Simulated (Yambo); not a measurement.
Material: Li4MgN3H3 (space group Imm2, No. 44); a = b = c = 6.1496 Å, α = 145.09°, β = 59.01°, γ = 134.02° (11 atoms in the cell). The geometry is that of Materials Project entry mp-1101935, symmetrised and not relaxed again.

With LDA (Quantum ESPRESSO, PseudoDojo norm-conserving, 84 Ry, without SOC), the gap between the mesh's edge points (Γ → Γ) is 2.497 eV.

Question: By how much does one-shot G0W0 (Yambo; 4×4×4 Γ-centred k mesh, bands 9 to 105 and a 6 Ry block in the screening, 105 bands in G with the Bruneval-Gonze terminator, plasmon pole fitted at 27.2 eV) open this gap, and what gap results?

Answer: The correction is 1.682 eV, giving 4.179 eV, 1.7 times the LDA value.  Convergence of the G0W0 settings was not tested. 

The structure is a Materials Project entry; no match was found in the copy of COD used, and its stability was not checked.
